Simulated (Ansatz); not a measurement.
With plane-wave PAW PBE (Ansatz code), YB3C3 in the cubic phase (Pm-3n; Y on 2a, B on 6d, C on 6c) relaxes to a = 4.806 Å. Its formation energy from the elements is -0.063 eV/atom, with no fitted shifts.

The Kohn–Sham gap is 0.27 eV (indirect). The valence maximum lies at Γ and the conduction minimum at M (3 equivalent valleys). Gap from PBE with spin–orbit coupling: 0.25 eV.

The bulk modulus is 254 GPa.

The start of the workflow was typed in or built on a structure type; neither database checked (COD, Materials Project) lists it. Whether it is the stable phase at ambient conditions was not checked. The cell was relaxed with PBE under the symmetry of its start; whether a distortion lowers the energy is not shown. No spin polarisation was allowed. The references are the lowest solids computed at this level, not always the standard phases. Scalar-relativistic: spin–orbit coupling is off unless named, which matters more the heavier the elements.

Potentials: the earlier of the program's two PAW sets.
